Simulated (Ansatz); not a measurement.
Data:

SrSi$_{2}$:
```cif
data_Si4Sr2
_chemical_formula_sum 'Sr2 Si4'
_space_group_name_H-M_alt 'P 1'
_space_group_IT_number 1
_cell_length_a 7.53278
_cell_length_b 7.53278
_cell_length_c 7.53278
_cell_angle_alpha 146.124
_cell_angle_beta 146.124
_cell_angle_gamma 48.663
loop_
_space_group_symop_operation_xyz
  'x, y, z'
loop_
_atom_site_label
_atom_site_type_symbol
_atom_site_fract_x
_atom_site_fract_y
_atom_site_fract_z
_atom_site_occupancy
Sr1 Sr 0.75000 0.25000 0.50000 1
Sr2 Sr 0.00000 0.00000 0.00000 1
Si1 Si 0.41543 0.41543 0.00000 1
Si2 Si 0.16543 0.66543 0.50000 1
Si3 Si 0.33457 0.83457 0.50000 1
Si4 Si 0.58457 0.58457 0.00000 1
```

This is the PBEsol-relaxed structure.

**Question.** All from DFT-PBEsol in the program Ansatz with PAW potentials, unless another level is named. Estimate the electronic character.

**Answer.** metallic (no gap).

**Question.** And the formation energy from the elements (no fitted shifts)?

**Answer.** -0.43 eV/atom.

**Question.** Give the density of states at the Fermi level.

**Answer.** 0.28 states/eV per atom (mean over ±0.08 eV).

Space group I4_1/amd. The workflow started from an entry of the Crystallography Open Database (COD), which files this formula under 3 space groups. Whether it is the stable phase at ambient conditions was not checked. Symmetry was held in the PBEsol relaxation; whether a distortion lowers the energy is not shown. The references are the lowest solids computed at this level, not always the standard phases. Spin–orbit coupling is left out wherever it is not named.

Potentials: the later of the program's two PAW sets.
